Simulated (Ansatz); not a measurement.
The relaxed structure here is a generated cell of Cr: the first start was made by placing the elements on the sites of a structure type, and the end was not matched to a known phase here, so it may be hypothetical. Known forms of Cr include space group No. 229.

A relaxed cell of Cr (Cmmm (No. 65)), relaxed on a k-mesh at least as fine as the one used below. Level of theory: r2SCAN (plane waves to 500 eV, PAW, scalar-relativistic; Ansatz, a quantum-chemistry and plane-wave program). Γ-centred k-mesh 8×15×14 on the run's cell (coarser than for final values), Fermi–Dirac smearing 0.05 eV.

```
Cr
1.0
    2.37028    -4.50952     0.00000
    1.18514     2.25476     0.00000
    0.00000     0.00000     2.25619
Cr
2
Direct
  0.00000   0.00000   0.00000
  0.50000   0.00000   0.00000
```

The atoms are displaced along an unstable phonon of this cell by (Å):

```tsv
atom	ux	uy	uz
Cr1	0.000	0.000	0.150
Cr2	0.000	0.000	-0.150
```

### Question
What forces (eV/Å) and pressure result?

### Answer
```json
[
 {"atom": "Cr1", "Fx": "0.00", "Fy": "0.00", "Fz": "1.17"},
 {"atom": "Cr2", "Fx": "0.00", "Fy": "0.00", "Fz": "-1.17"}
]
```

Pressure -2.2 GPa.

### Question
Estimate the energy cost of the displacement in the harmonic approximation and compare with the calculation.

### Answer
For a harmonic well ΔE = −½ Σ F·u = -0.176 eV a cell, or -88 meV/atom. The calculated energy relative to the undisplaced cell is -0.10 eV/atom, so the harmonic estimate holds well.

The undisplaced cell is probably no minimum: from this displacement the run went on to I4/mmm (No. 139), 0.52 eV/atom below it.

No spin polarisation in the result. A magnetic state may lie lower.
